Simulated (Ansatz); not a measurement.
**Hf, one cell by several methods**

```
CELL_PARAMETERS angstrom
-1.85915 1.80500 1.80500
1.80500 -1.85915 1.80500
1.80500 1.80500 -1.85915
ATOMIC_POSITIONS crystal
Hf 0.00000 0.00000 0.00000
```

Conventional cell: a = 5.182 Å, b = 5.182 Å, c = 3.033 Å, α = 90.00°, β = 90.00°, γ = 120.00°. Around Hf (atom 1) lie 8 Hf at 3.03 to 3.16 Å.

The cell comes from COD entry 1522789, which wasn't checked; take it as a given geometry. The listed cell was then made from it by scaling, straining or moving an atom.

Spin–orbit coupling is left out, though it moves levels of the heavy atoms by tenths of an eV or more.

All numbers are computed: DFT, PBEsol, PAW with Ansatz's default frozen-core files, scalar-relativistic (Ansatz 0.2.0); DFT, PBEsol, all-electron LAPW, scalar-relativistic (Ansatz 0.2.0).

For PAW: a Γ-centred 14×14×14 k mesh, Fermi–Dirac smearing of 0.05 eV, cutoff 420 eV, no spin polarisation; the PAW files were made with PBE, and the program remakes their frozen cores for this functional. LAPW targets a basis error of 0.5 meV/atom. The Ansatz runs share mesh, smearing and spin set-up. Plane-wave (PAW) pressures include the program's estimate of the Pulay term.

Stress and pressure are positive in compression.

The change that made this cell: equal xy, yz and zx engineering shear strains of -3 %.

PAW results:

```
       quantity    PAW
 pressure (GPa)  -8.97
stress yz (GPa)   1.24
stress xz (GPa)   1.24
stress xy (GPa)   1.24
```

(1) What does all-electron LAPW give for the same quantities?

## Answers

(1) 
```
       quantity   LAPW
 pressure (GPa)  -8.95
stress yz (GPa)   1.24
stress xz (GPa)   1.24
stress xy (GPa)   1.24
```
